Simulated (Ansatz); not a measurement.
Input file for Ansatz (an electronic-structure program):

Ansatz 0.2 input:
```yaml
crystal:
  lattice:
    - [4.4122710144, 0.0, 0.0]
    - [0.0, 8.8922479293, 0.0]
    - [0.0, 0.0, 6.1667999467]
  atoms:
    - { symbol: Mg, position: [0.0, 0.2739694415, 0.981368403] }
    - { symbol: Mg, position: [0.0, 0.7260305585, 0.981368403] }
    - { symbol: Mg, position: [0.5, 0.0, 0.4844336759] }
    - { symbol: Mg, position: [0.5, 0.5, 0.5474339623] }
    - { symbol: Te, position: [0.5, 0.2647744647, 0.2512440012] }
    - { symbol: Te, position: [0.5, 0.7352255353, 0.2512440012] }
    - { symbol: Te, position: [0.0, 0.0, 0.7554780245] }
    - { symbol: S, position: [0.0, 0.5, 0.7474295288] }
kpoints:
  mp_grid: { grid: [6, 3, 5] }
hamiltonian:
  xc: pbesol
  pseudopotentials: { kind: paw }
scf:
  occupations: { method: fixed }
elastic: { mode: relaxed_ion, stencil: two_point, amplitude: 0.005, f_tol: 0.0005 }
output: { polarization: {} }
```

Output (shortened):

```
Pseudopotential: Mg, paw, valence charge 10
Pseudopotential: Te, paw, valence charge 16
Pseudopotential: S, paw, valence charge 6
Functional definition: PBEsol
Crystal: 8 atoms, lattice volume = 241.954 Å³
Basis set: ecut = 420 eV, 4751 PW (Γ), exchange–correlation on 60×120×90 points (8 copies of the dense FFT grid, shifted against one another)
Bands: 57, of which v1, the nominal top of the filled ones, is band 47 counted from 1 (46 counted from 0)
Symmetry: 4 space group operations
Space group: Pmm2 (ITA 25), of the structure as read, at distance tolerance 6.2e-5 Å
k-points: 24 of 90 (time reversal used)
SCF 1 converged in 13 iterations: F = -29245.198684 eV  dr2 = 5.78e-15
relax step   1: F+E_penalty+E_count = -29245.19868412 eV  Δ(F+E_penalty+E_count) = +0.000e0 eV  max|allowed force component| = 9.100e-4 eV/Å  Δτ_max = 0.0000 Å  (13 SCF iters, accepted)
Crystal: 8 atoms, lattice volume = 241.954 Å³
SCF 2 converged in 10 iterations: F = -29245.198684 eV  dr2 = 4.54e-14
relax step   2: F+E_penalty+E_count = -29245.19868416 eV  Δ(F+E_penalty+E_count) = -4.169e-8 eV  max|allowed force component| = 4.160e-4 eV/Å  Δτ_max = 0.0002 Å  (10 SCF iters, accepted)
Crystal: 8 atoms, lattice volume = 241.954 Å³
SCF 3 converged in 10 iterations: F = -29245.198684 eV  dr2 = 2.41e-17
Crystal: 8 atoms, lattice volume = 240.745 Å³
Basis set: ecut = 420 eV, 4735 PW (Γ), exchange–correlation on 60×120×90 points (8 copies of the dense FFT grid, shifted against one another)
SCF 4 converged in 12 iterations: F = -29245.197161 eV  dr2 = 4.88e-14
relax step   1: F+E_penalty+E_count = -29245.19716121 eV  Δ(F+E_penalty+E_count) = +0.000e0 eV  max|allowed force component| = 3.173e-2 eV/Å  Δτ_max = 0.0000 Å  (12 SCF iters, accepted)
Crystal: 8 atoms, lattice volume = 240.745 Å³
SCF 5 converged in 10 iterations: F = -29245.197386 eV  dr2 = 3.20e-14
relax step   2: F+E_penalty+E_count = -29245.19738572 eV  Δ(F+E_penalty+E_count) = -2.245e-4 eV  max|allowed force component| = 1.956e-2 eV/Å  Δτ_max = 0.0066 Å  (10 SCF iters, accepted)
Crystal: 8 atoms, lattice volume = 240.745 Å³
SCF 6 converged in 9 iterations: F = -29245.197500 eV  dr2 = 2.53e-14
relax step   3: F+E_penalty+E_count = -29245.19749957 eV  Δ(F+E_penalty+E_count) = -1.139e-4 eV  max|allowed force component| = 1.291e-3 eV/Å  Δτ_max = 0.0042 Å  (9 SCF iters, accepted)
Crystal: 8 atoms, lattice volume = 240.745 Å³
SCF 7 converged in 8 iterations: F = -29245.197501 eV  dr2 = 5.79e-14
relax step   4: F+E_penalty+E_count = -29245.19750118 eV  Δ(F+E_penalty+E_count) = -1.602e-6 eV  max|allowed force component| = 9.054e-4 eV/Å  Δτ_max = 0.0007 Å  (8 SCF iters, accepted)
Crystal: 8 atoms, lattice volume = 240.745 Å³
SCF 8 converged in 8 iterations: F = -29245.197501 eV  dr2 = 9.90e-15
relax step   5: F+E_penalty+E_count = -29245.19750129 eV  Δ(F+E_penalty+E_count) = -1.144e-7 eV  max|allowed force component| = 2.561e-4 eV/Å  Δτ_max = 0.0002 Å  (8 SCF iters, accepted)
Crystal: 8 atoms, lattice volume = 240.745 Å³
SCF 9 converged in 10 iterations: F = -29245.197501 eV  dr2 = 1.16e-16
Crystal: 8 atoms, lattice volume = 243.164 Å³
Basis set: ecut = 420 eV, 4787 PW (Γ), exchange–correlation on 60×120×90 points (8 copies of the dense FFT grid, shifted against one another)
SCF 10 converged in 12 iterations: F = -29245.197207 eV  dr2 = 5.69e-14
relax step   1: F+E_penalty+E_count = -29245.19720665 eV  Δ(F+E_penalty+E_count) = +0.000e0 eV  max|allowed force component| = 2.950e-2 eV/Å  Δτ_max = 0.0000 Å  (12 SCF iters, accepted)
[...]
SCF 65 converged in 10 iterations: F = -29245.198527 eV  dr2 = 4.67e-16
SCF converged after 10 iterations
Stability not checked: this state was not tested for a lower state beside it, because too few of the mixer's solves of this state at the end of the SCF gave a …
Free energy (F): -29245.198684 eV
Harris-Foulkes:  -29245.198684 eV  (|F-HF|=7.28e-12)
Internal energy: -29245.198684 eV  (E = F + TS)
E sigma→0 (E₀):  -29245.198684 eV
Fermi energy:    4.627511 eV
--- Per-component energies (eV) ---
  E_band       = -2352.350423
  E_kinetic    = 954.095371
  E_local      = -11747.984287  (includes V_loc(G=0)·N_el)
  E_nonlocal   = -508.567792
  E_hartree    = 5378.882294
  E_xc         = -581.548358
  E_vxc        = -549.624913  (∫ρ·V_xc dr)
  E_paw        = -15466.172734  (= ΣΔE_a)
  E_vpaw       = -1258.032808  (= ΣTr[D̂ρ^β])
  E_aug_tail   = -0.000582  (compensation charges beyond the density's cutoff)
  E_ewald      = -7275.324440
  E_core_change = 1.421844  (= ΣΔE_core)
  E_smearing   =  0.000000  (= −TS)
  E_closure    =  0.000000  (closes the sum)
  Σ components = -29245.198684   (vs F -29245.198684, Δ=0.00e0)
--- Forces (eV/Å), atoms counted from 1 ---
  atom   1  Mg     0.00000000     0.00007138     0.00041598
  atom   2  Mg     0.00000000    -0.00007138     0.00041598
  atom   3  Mg     0.00000000     0.00000000    -0.00040578
  atom   4  Mg     0.00000000     0.00000000    -0.00035921
  atom   5  Te     0.00000000     0.00027238    -0.00008560
  atom   6  Te     0.00000000    -0.00027238    -0.00008560
  atom   7  Te     0.00000000     0.00000000     0.00011244
  atom   8  S      0.00000000     0.00000000    -0.00000827
  max |Σ_I F_I| component: 5.12e-8 eV/Å
--- Stress (GPa, compression-positive) ---
        0.000379       0.000000       0.000000
        0.000000      -0.001190       0.000000
        0.000000       0.000000      -0.000336
  P = ⅓ Tr σ = -0.0004 GPa (-0.004 kbar)
--- Band table (eV; the first three rows and the last of 24) ---
  k-point 0: bands = ["-70.4209", "-70.2207", "-70.2207", "-70.0959", "-37.3771", "-37.3695", "-37.3408", "-37.1715", "-37.1715", "-37.1701", "-37.1700", "-37.1482", "-37.1476", "-37.0389", "-37.0384", "-37.0380", "-30.5835", "-30.5829", "-30.5807", …
  k-point 1: bands = ["-70.4209", "-70.2207", "-70.2207", "-70.0959", "-37.3771", "-37.3695", "-37.3408", "-37.1715", "-37.1715", "-37.1701", "-37.1700", "-37.1482", "-37.1476", "-37.0389", "-37.0384", "-37.0380", "-30.5835", "-30.5829", "-30.5807", …
  k-point 2: bands = ["-70.4209", "-70.2207", "-70.2207", "-70.0959", "-37.3771", "-37.3695", "-37.3408", "-37.1715", "-37.1715", "-37.1701", "-37.1700", "-37.1482", "-37.1476", "-37.0389", "-37.0384", "-37.0380", "-30.5835", "-30.5829", "-30.5807", …
  k-point 23: bands = ["-70.4209", "-70.2207", "-70.2207", "-70.0959", "-37.3771", "-37.3695", "-37.3412", "-37.1717", "-37.1717", "-37.1701", "-37.1700", "-37.1481", "-37.1476", "-37.0390", "-37.0383", "-37.0380", "-30.5833", "-30.5830", "-30.5812", …
--- Elastic constants: 6 strain directions × 2 members + reference (group order 4) ---
  dense FFT box of the reference and of every strained cell: 30×60×45
  strains applied: 11, 22, 33, 23, 13, 12; error gains …
  reference relaxed by the batch: 2 steps …
  largest displacement 1.5e-4 Å; the constants are those of the deck's cell at these positions:
  atoms:
    - { symbol: Mg, position: [0.0, 0.2739700960489851, 0.9813487365086117] }
    - { symbol: Mg, position: [0.0, 0.726029903951015, 0.9813487365086117] }
    - { symbol: Mg, position: [0.49999999999999994, 0.0, 0.48445875064596344] }
    - { symbol: Mg, position: [0.49999999999999994, 0.5, 0.5474544977871949] }
    - { symbol: Te, position: [0.49999999999999994, 0.26476612104714564, 0.25124624714837] }
    - { symbol: Te, position: [0.49999999999999994, 0.7352338789528543, 0.25124624714837] }
    - { symbol: Te, position: [0.0, 0.0, 0.7554762907866648] }
    - { symbol: S, position: [0.0, 0.5, 0.7474204933662131] }
  C = ∂σ_k/∂η_j (tension-positive GPa; Voigt order 11 22 33 23 13 12):
        61.988     24.148     34.395      0.000      0.000      0.000
        24.145     64.116     35.420      0.000      0.000      0.000
        34.388     35.418     46.558      0.000      0.000      0.000
         0.000      0.000      0.000     18.286      0.000      0.000
         0.000      0.000      0.000      0.000     18.196      0.000
         0.000      0.000      0.000      0.000      0.000      8.259
  reference stress σ⁰ (GPa):      0.000      0.001      0.000      0.000      0.000      0.000
  moduli (Voigt/Reuss/Hill, GPa): K = 40.06/39.87/39.97   G = 14.20/11.62/12.91   E = 34.96   ν = 0.354
  mechanically stable: yes (min eigenvalue of sym C = 8.26 GPa)
  e, the proper piezoelectric tensor (elastic.mode: relaxed_ion; C/m²; rows x y z; Voigt order 11 22 33 23 13 12):
       0.00000    0.00000    0.00000    0.00000    0.16293    0.00000
       0.00000    0.00000    0.00000   -0.17414    0.00000    0.00000
       0.17208   -0.17815   -0.01134    0.00000    0.00000    0.00000
  ±, each entry's uncertainty from the finite density of the strings (C/m²), an estimate: the size of the correction for it that the entry includes:
       0.00000    0.00000    0.00000    0.00000    0.00395    0.00000
       0.00000    0.00000    0.00000    0.00334    0.00000    0.00000
       0.00330    0.00306    0.00019    0.00000    0.00000    0.00000
  strain η (Voigt 11):  stress-route row diagonal C_11 = 61.99 GPa, energy-path curvature d²(F+E_count+ΔE)/dδ²/Ω₀ = 61.98 GPa
         δ    σ_11 (GPa)             F (eV)   n_scf  n_hpsi   n_pw
    -5.000e-3      -0.3132      -29245.1975013      10   24549   4735   relax 5 steps, max|allowed force component| 2.56e-4 eV/Å
     5.000e-3       0.3067      -29245.1975242      10   23086   4787   relax 5 steps, max|allowed force component| 8.91e-5 eV/Å
  strain η (Voigt 22):  stress-route row diagonal C_22 = 64.12 GPa, energy-path curvature d²(F+E_count+ΔE)/dδ²/Ω₀ = 64.13 GPa
         δ    σ_22 (GPa)             F (eV)   n_scf  n_hpsi   n_pw
    -5.000e-3      -0.3221      -29245.1974731      10   23969   4727   relax 5 steps, max|allowed force component| 1.49e-4 eV/Å
     5.000e-3       0.3191      -29245.1974692      10   24515   4769   relax 5 steps, max|allowed force component| 2.12e-4 eV/Å
  strain η (Voigt 33):  stress-route row diagonal C_33 = 46.56 GPa, energy-path curvature d²(F+E_count+ΔE)/dδ²/Ω₀ = 46.56 GPa
         δ    σ_33 (GPa)             F (eV)   n_scf  n_hpsi   n_pw
    -5.000e-3      -0.2330      -29245.1978006      10   23893   4743   relax 4 steps, max|allowed force component| 1.66e-4 eV/Å
     5.000e-3       0.2326      -29245.1978069      10   24573   4791   relax 4 steps, max|allowed force component| 4.40e-4 eV/Å
  strain η (Voigt 23):  stress-route row diagonal C_44 = 18.29 GPa, energy-path curvature d²(F+E_count+ΔE)/dδ²/Ω₀ = 18.28 GPa
         δ    σ_23 (GPa)             F (eV)   n_scf  n_hpsi   n_pw
    -5.000e-3      -0.0914      -29245.1983405      10   32698   4761   relax 5 steps, max|allowed force component| 2.18e-4 eV/Å
     5.000e-3       0.0914      -29245.1983405      10   32700   4761   relax 5 steps, max|allowed force component| 2.18e-4 eV/Å
  strain η (Voigt 13):  stress-route row diagonal C_55 = 18.20 GPa, energy-path curvature d²(F+E_count+ΔE)/dδ²/Ω₀ = 18.20 GPa
         δ    σ_13 (GPa)             F (eV)   n_scf  n_hpsi   n_pw
    -5.000e-3      -0.0910      -29245.1983402      10   32340   4761   relax 4 steps, max|allowed force component| 4.36e-4 eV/Å
     5.000e-3       0.0910      -29245.1983402      10   32309   4761   relax 4 steps, max|allowed force component| 4.36e-4 eV/Å
  strain η (Voigt 12):  stress-route row diagonal C_66 = 8.26 GPa, energy-path curvature d²(F+E_count+ΔE)/dδ²/Ω₀ = 8.26 GPa
         δ    σ_12 (GPa)             F (eV)   n_scf  n_hpsi   n_pw
    -5.000e-3      -0.0413      -29245.1985272      10   30652   4747   relax 2 steps, max|allowed force component| 4.68e-4 eV/Å
     5.000e-3       0.0413      -29245.1985272      10   30619   4747   relax 2 steps, max|allowed force component| 4.68e-4 eV/Å
--- Formal polarisation (Berry phase): one branch of a lattice of values; only differences between neighbouring runs are physical ---
  axis  mesh            electronic          ionic      p = total  spread (rad)  least overlap  resolved gap  δp at fixed H ≤   (phases in cycles; p mod 2 …
  b1    6×3×5           0.00000000    26.00000000    26.00000000      0.000000         0.8863        1.8229           1.8e-5
  b2    6×3×5           0.00000000    34.00000000    34.00000000      0.000000         0.8892        1.8229           9.6e-6
  b3    6×3×5          -0.55876878    54.55813074    53.99936196      0.095399         0.9072        1.8229           1.3e-5
  quantum along a1:   0.03647192 e/Å² =    58.434451 µC/cm²
  quantum along a2:   0.07350349 e/Å² =   117.765573 µC/cm²
  quantum along a3:   0.05097488 e/Å² =    81.670769 µC/cm²
  P = (  0.47413490,   1.24955932,   1.37630563) e/Å² = (  759.647860,  2002.014740,  2205.084715) µC/cm²  (mod the quanta)
```

Cost: around 60 core-minutes (rough) on shared cores.

The first step of the workflow began from a Materials Project structure, measured or hypothetical; the Crystallography Open Database copy checked does not list it. Its standing as an ambient phase is unchecked. The PBEsol relaxation kept the symmetry of its start; of distortions, only those at the zone centre were tested. Spin–orbit coupling is left out wherever it is not named.

Potentials: the later of the program's two PAW sets.

Ansatz is a plane-wave DFT program.
